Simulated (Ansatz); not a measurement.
Au (fcc, Cu type)

```
CELL_PARAMETERS angstrom
      0.00000     2.06204     2.06204
      2.06204     0.00000     2.06204
      2.06204     2.06204     0.00000
ATOMIC_POSITIONS crystal
  Au 0.00000 0.00000 0.00000
```

The volume is varied about the relaxed value V₀ at fixed cell shape. Symmetry pins the atoms to their sites.

Calculation: r2SCAN (plane waves to 500 eV, PAW, scalar-relativistic; Ansatz, a program for electronic structure). k mesh 20×20×20 (Γ-centred), Fermi-Dirac smearing 0.05 eV. The energy includes the smearing's −TS. Stress and pressure are positive under compression. Au was relaxed with its symmetry unable to fall. Spin-orbit coupling is left out, though Au is heavy. The zero of ΔE is the relaxed starting cell. The last digit holds for this mesh only.

```tsv
V (Å³/atom)	ΔE (meV/atom)
15.782	withheld
16.220	57.5
16.659	24.2
17.097	5.8
17.536	0.0
17.974	4.8
18.412	18.6
18.851	39.8
19.289	67.2
```

**Question.** Fit a third-order Birch-Murnaghan form (E₀, V₀, B₀, B₀′ free) to the given rows and predict ΔE at V = 15.782.

**Answer.** Least squares on the 8 given rows: ΔE = E₀ + (9V₀B₀/16)·y²·[2 + (B₀′ − 4)y], y = (V₀/V)^(2/3) − 1, with V₀ = 17.543 Å³/atom, B₀ = 154.2 GPa (160.2 GPa = 1 eV/Å³; the term in eV is multiplied by 1000), B₀′ = 5.91, E₀ = 0.02 meV/atom; root-mean-square residual 0.03 meV/atom. At 15.782 the fit gives 108.5 meV/atom; the calculation gives 108.5 meV/atom, the same to the digits shown. For the pressure the fit gives 22.3 GPa against the computed 22.2 GPa.

(A scan under strain: stresses follow from slopes of the energy per volume, elastic moduli from its curvatures.)
